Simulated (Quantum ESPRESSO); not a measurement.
For atom 4 (O) of SiO₂ in P3₂21, a PBE PAW density (pw.x of a modified build of Quantum ESPRESSO, JTH datasets) with the all-electron reconstruction of Petrilli and co-workers gives this field-gradient tensor in Cartesian axes (atomic units, 1 a.u. = 9.7174×10²¹ V/m²):

```
-0.2476   0.3396   0.2151
 0.3396   0.1924   0.6760
 0.2151   0.6760   0.0552
```

The cell was made here from a computed Materials Project entry: strained by +2 % along the unique axis and by -1 % across it, atoms relaxed (PBE without dispersion, pw.x of Quantum ESPRESSO, symmetry kept). The parent is SiO2 in P3₂21. Stability against distortions was not tested.  Cores are frozen. Against all-electron runs on small test molecules, this scheme's |Vzz| missed by −6 % on Si, −2 to +6 % on O.

Task: Find the principal values, η_Q, |C_Q|, ν_Q and P_Q for ¹⁷O (I = 5/2, |Q| = 0.0256 barn), and the second-order MAS shift at 9.4 T.

Result: Eigenvalues (principal values) by size: Vxx = -0.3591, Vyy = -0.5771, Vzz = 0.9362 a.u. (they sum to zero).
η_Q = (Vxx − Vyy)/Vzz = 0.23.
|C_Q| = 234.96 MHz × |Q|/barn × |Vzz|/a.u. = 234.96 × 0.0256 × 0.9362 = 5.63 MHz.
Quadrupole frequency ν_Q = 3C_Q/[2I(2I − 1)] = 0.845 MHz, and P_Q = C_Q(1 + η²/3)^½ = 5.68 MHz.
At 9.4 T the Larmor frequency is ν0 = 54.3 MHz, and the second-order shift of the central transition's centre of gravity under MAS is −(3/40)(P_Q/ν0)²[I(I + 1) − 3/4]/[I²(2I − 1)²] × 10⁶ = -65.8 ppm.
